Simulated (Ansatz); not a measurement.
Pb$_{2}$Au in space group I4/mcm (No. 140; Pb on 8h, Au on 4a) at seven volumes, DFT-PBEsol in the program Ansatz with PAW potentials, shape and atoms relaxed at each. One row is withheld.

```tsv
V (Å³/atom)	P (GPa)
23.078	8.30
23.839	?
24.600	2.27
25.361	0.00
26.122	-1.88
26.882	-3.43
27.643	-4.72
```

Fit the shown pressures and predict the withheld one.

P = (3/2)B₀(x^(7/2) − x^(5/2))[1 + (3/4)(B′ − 4)(x − 1)] with x = (V₀/V)^(2/3). Least squares on the six rows gives V₀ = 25.361 Å³/atom, B₀ = 68.7 GPa, B′ = 5.25. At V = 23.839, x = 1.0421 and P = 5.00 GPa. The run itself gave 5.00 GPa.

The first step of the workflow began from a Materials Project structure, measured or hypothetical; the Crystallography Open Database files this formula in space group No. 140, but the cells were not matched. Whether it is the stable phase at ambient conditions was not checked. The cell was relaxed with PBEsol under the symmetry of its start; of distortions, only those at the zone centre were tested. Spin–orbit coupling is left out wherever it is not named.

Potentials: the later of the program's two PAW sets.
